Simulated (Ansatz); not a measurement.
Tc (bcc (W type), Im-3m) at seven volumes, plane-wave PAW PBE (Ansatz code), scaled uniformly. One row is withheld.

```
V (Å³/atom)  P (GPa)
-----------  -------
13.299         34.26
13.737         20.89
14.176             ?
14.614          0.00
15.052         -8.09
15.491        -14.93
15.929        -20.69
```

Problem. Fit the shown pressures and predict the withheld one.

Solution. P = (3/2)B₀(x^(7/2) − x^(5/2))[1 + (3/4)(B′ − 4)(x − 1)] with x = (V₀/V)^(2/3). Least squares on the six rows gives V₀ = 14.614 Å³/atom, B₀ = 293 GPa, B′ = 4.59. At V = 14.176, x = 1.0205 and P = 9.56 GPa. The run itself gave 9.57 GPa.

The cell is a constructed one: a structure type filled with these elements; neither database checked (COD, Materials Project) lists it. It is not the phase usual at ambient conditions (space group No. 194). Symmetry was held in the PBE relaxation. At this level the phase is mechanically unstable. The run is not spin-polarised.

Potentials: the later of the program's two PAW sets.
